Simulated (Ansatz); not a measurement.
Relaxed-ion elastic tensor of ZnSiP$_{2}$ (chalcopyrite, space group No. 122) in GPa (Voigt order), plane-wave PAW PBEsol (Ansatz code); density 3.45 g/cm³, 18.71 Å³ per atom.

```
      1     2     3     4     5     6
-  ----  ----  ----  ----  ----  ----
1   144  64.4  68.6   0.0   0.0   0.0
2  64.4   144  68.6   0.0   0.0   0.0
3  68.6  68.6   142   0.0   0.0   0.0
4   0.0   0.0   0.0  71.7   0.0   0.0
5   0.0   0.0   0.0   0.0  71.7   0.0
6   0.0   0.0   0.0   0.0   0.0  70.2
```

### Question
Is the crystal mechanically stable?

### Answer
Yes: the smallest eigenvalue of C is 70.2 GPa.

### Question
Work out the Voigt, Reuss and Hill averages.

### Answer
K_V = 92.6, K_R = 92.6, K_H = 92.6; G_V = 58.0, G_R = 52.8, G_H = 55.4 GPa.

### Question
Give Young's modulus, Poisson's ratio, Pugh's ratio and the universal anisotropy index.

### Answer
E = 9KG/(3K + G) = 139 GPa; ν = 0.25; K/G = 1.67 (near the Pugh limit of 1.75, no verdict); A_U = 5G_V/G_R + K_V/K_R − 6 = 0.49.

### Question
Estimate the sound speeds and the Debye temperature.

### Answer
v_l = √((K + 4G/3)/ρ) = 6950 m/s, v_t = √(G/ρ) = 4010 m/s, mean 4450 m/s; Θ = (h/k)(3n/4πV)^(1/3) v_m = 499 K.

### Question
How much does each axis shrink under pressure?

### Answer
Linear compressibilities β_i = Σ_j S_ij (j = 1 to 3): x 3.6, y 3.6, z 3.5 per TPa.

Space group I-42d (chalcopyrite). Symmetry was held in the PBEsol relaxation; of distortions, only those at the zone centre were tested.

Potentials: the later of the program's two PAW sets.
